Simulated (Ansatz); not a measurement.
Relaxed-ion elastic tensor of CdGaNO in space group P3m1 (No. 156; Ga on 1b, Cd on 1c, O on 1b, N on 1c) in GPa (Voigt order), PBEsol in the plane-wave PAW code Ansatz; density 6.65 g/cm³, 13.25 Å³ per atom.

```
 207  94.1  96.6  -1.9   0.0   0.0
94.1   207  96.6   1.9   0.0   0.0
96.6  96.6   301   0.0   0.0   0.0
-1.9   1.9   0.0  40.5   0.0   0.0
 0.0   0.0   0.0   0.0  40.5  -1.9
 0.0   0.0   0.0   0.0  -1.9  56.7
```

### Question
Is the crystal mechanically stable?

### Answer
Yes: the smallest eigenvalue of C is 40.2 GPa.

### Question
Work out the Voigt, Reuss and Hill averages.

### Answer
K_V = 143, K_R = 139, K_H = 141; G_V = 56.1, G_R = 51.7, G_H = 53.9 GPa.

### Question
Give Young's modulus, Poisson's ratio, Pugh's ratio and the universal anisotropy index.

### Answer
E = 9KG/(3K + G) = 143 GPa; ν = 0.33; K/G = 2.63 (ductile by the Pugh limit of 1.75); A_U = 5G_V/G_R + K_V/K_R − 6 = 0.46.

### Question
Estimate the sound speeds and the Debye temperature.

### Answer
v_l = √((K + 4G/3)/ρ) = 5660 m/s, v_t = √(G/ρ) = 2850 m/s, mean 3190 m/s; Θ = (h/k)(3n/4πV)^(1/3) v_m = 402 K.

### Question
How much does each axis shrink under pressure?

### Answer
Linear compressibilities β_i = Σ_j S_ij (j = 1 to 3): x 2.8, y 2.8, z 1.5 per TPa.

The start of the workflow was typed in or built on a structure type; neither database checked (COD, Materials Project) lists it. Its standing as an ambient phase is unchecked. Symmetry was held in the PBEsol relaxation; whether a distortion lowers the energy is not shown.

Potentials: the earlier of the program's two PAW sets. The files were generated under PBE; for other functionals the program regenerates the frozen cores, and for LDA and PBEsol the local potential too.
